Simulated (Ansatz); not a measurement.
Here is an unrelaxed guess for Be2ZnSe3.

Space group P3m1 (No. 156). a = 3.773 Å, b = 3.773 Å, c = 9.241 Å, α = 90.00°, β = 90.00°, γ = 120.00°
```
atom  site  symmetry       x       y       z
  Be    1a       3m. 0.0000  0.0000  0.0000
  Be    1c       3m. 0.6667  0.3333  0.3333
  Zn    1b       3m. 0.3333  0.6667  0.6667
  Se    1a       3m. 0.0000  0.0000  0.7500
  Se    1b       3m. 0.3333  0.6667  0.4167
  Se    1c       3m. 0.6667  0.3333  0.0833
```

Theory: DFT PBE, scalar-relativistic, plane waves, PAW in Ansatz 0.2.0. Cutoff 420 eV; k points 6×6×2 on the computed 6-atom cell (Γ-centred); Gaussian smearing, width 0.10 eV; no spin polarisation.

Energies over the elements count from the elements' standard structures at the same level, with no fitted energy shifts.

Question: What does a single point on this coarse mesh give?

Answer: The pressure is 2.8 GPa (the mean over three directions, positive in compression), the largest force is 1.84 eV/Å, and the energy is −0.67 eV/atom against the elements. The shortest distance is 2.31 Å.

Question: How much does it gain on relaxing, and where does it end?

Answer: Relaxing gains about 0.06 eV/atom in 8 ionic steps and ends at −0.726 eV/atom on the finer mesh. The symmetry stays P3m1 (No. 156). The volume per atom grows by 2.0 %, from 19.0 to 19.4 Å³. The shortest distance goes from 2.31 Å (Be–Se and Zn–Se) to 2.23 Å (Be–Se). Conventional cell: a = 3.790 Å, c = 9.341 Å. Be on its first site has 4 Se at 2.23–2.30 Å; Zn has 4 Se at 2.41–2.46 Å; around Se on its first site lie 1 Be at 2.23 Å and 3 Zn at 2.41 Å; 3 more sites not described.

The last run used a 12×12×4 mesh (in the run's order of axes) for its 6-atom cell and Gaussian smearing of 0.02 eV. The reference form of Se is held partly by dispersion forces, which this level lacks. The relaxation can't lower the symmetry of the start. Symmetry constrained the relaxation, so the result can be a saddle point. Another cell of Be2ZnSe3 relaxed alike, in I-4m2, lies 15 meV/atom lower, so this cell isn't the stable form at this level.
